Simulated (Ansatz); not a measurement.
Rh:
```xyz
1
Lattice="0.0000 1.8999 1.8999 1.8999 0.0000 1.8999 1.8999 1.8999 0.0000" Properties=species:S:1:pos:R:3 pbc="T T T"
Rh     0.0000     0.0000     0.0000
```

Relaxed with r²SCAN. Special points in fractions of this cell's reciprocal vectors: Γ (0.000, 0.000, 0.000); X (0.500, 0.000, 0.500); U (0.625, 0.250, 0.625); K (0.375, 0.375, 0.750); L (0.500, 0.500, 0.500); W (0.500, 0.250, 0.750).

Q: List the band energies nearest the Fermi level at these points for DFT-r²SCAN with spin–orbit coupling in the program Ansatz with PAW potentials.

A: In eV from the Fermi level; about four levels below and three above (degenerate sets whole), none deeper than 8.9 eV; … stands for higher levels left out; points with the same levels are listed once.

```csv
k,below,above
Γ,-1.02 -1.02 -1.02 -1.02,…
X,-6.53 -6.53 -6.16 -6.16,0.52 0.52 0.98 0.98
U,-2.10 -2.10 -0.72 -0.72,0.46 0.46 8.29 8.29
L,-3.41 -3.41 -3.13 -3.13,0.54 0.54 0.71 0.71
W,-3.89 -3.89 -1.24 -1.24,1.09 1.09 9.95 9.95
```

Space group Fm-3m (fcc (Cu type)). The r²SCAN relaxation kept the symmetry of its start. No spin polarisation was allowed.

Potentials: the later of the program's two PAW sets.
